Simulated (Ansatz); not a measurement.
NbNF2 in space group P4/mmm (No. 123; Nb on 1a, N on 1b, F on 2f) under volume change, PBEsol (plane waves, PAW; program Ansatz), shape and atoms relaxed at each volume.

```csv
V (Å³/atom),E − E(relaxed) (meV/atom),P (GPa)
14.595,63.0,15.23
15.076,26.4,9.31
15.558,6.2,4.27
16.039,0.0,0.00
16.520,5.6,-3.62
17.001,21.2,-6.69
17.482,45.2,-9.26
```

Task: What does a third-order Birch–Murnaghan fit give for V₀, B₀ and B′?

Result: V₀ = 16.04 Å³/atom, B₀ = 131 GPa, B′ = 4.5.

The start of the workflow was typed in or built on a structure type; neither database checked (COD, Materials Project) lists it. Whether it is the stable phase at ambient conditions was not checked. Symmetry was held in the PBEsol relaxation; whether a distortion lowers the energy is not shown. The workflow began spin-polarised and lost its moments. The cell computed holds one magnetic atom, so no antiferromagnetic order was within reach.

Potentials: the earlier of the program's two PAW sets. The files were generated under PBE; for other functionals the program regenerates the frozen cores, and for LDA and PBEsol the local potential too.
